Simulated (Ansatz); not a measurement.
Pd (fcc, Cu type)

```
CELL_PARAMETERS angstrom
      0.00000     3.94276     3.94276
      1.97138     0.00000     1.97138
      1.97138     1.97138     0.00000
ATOMIC_POSITIONS crystal
  Pd 0.00000 0.00000 0.00000
  Pd 0.50000 0.00000 0.00000
```

A phonon eigenvector at L = (0.5, 0.0, 0.0) is frozen into this cell: atom i moves by Q times the vector below, so Q is the largest atomic displacement, in Å. The cell is held. It is one choice among 2 degenerate patterns. (q is in reciprocal vectors of the primitive cell; the cell shown is doubled to hold the pattern.)

```csv
atom,x,y,z
Pd1,-0.285,0.520,-0.805
Pd2,0.285,-0.520,0.805
```

Level of theory: PBE (plane waves to 420 eV, PAW, scalar-relativistic; Ansatz, a first-principles code). k mesh 10×20×20 (Γ-centred), Fermi-Dirac smearing 0.05 eV. The energy includes the smearing's −TS. With partly filled bands, energies and forces of such displacements shift with the k mesh and the smearing. Pd is run without spin polarisation. Pd was relaxed with its symmetry unable to fall. The zero of ΔE is the undisplaced structure. The last digit holds for this mesh only.

```tsv
Q (Å)	ΔE (meV/cell)
-0.2800	229.8
-0.2333	173.4
-0.1867	withheld
-0.1400	74.1
-0.0933	35.6
-0.0467	9.4
0.0000	0.0
0.0467	9.4
0.0933	35.6
0.1400	74.1
0.1867	withheld
0.2333	173.4
0.2800	229.8
```

**Question.** Fit an even polynomial form (powers 2, 4, 6) to the given rows and predict ΔE at Q = -0.1867.

**Answer.** Least squares on the 11 given rows: ΔE = (4267)·Q² + (-26370)·Q⁴ + (119000)·Q⁶, in meV/cell with Q in Å; root-mean-square residual 0.23 meV/cell. At -0.1867 the fit gives 121.7 meV/cell; the calculation gives 120.9 meV/cell, so the interpolation is off by 0.8 (+0.7 %). The quadratic term alone would give 148.7 meV/cell.

(For displaced atoms, the force is minus the slope of the energy, and its curvature is a force constant, which sets phonon frequencies.)
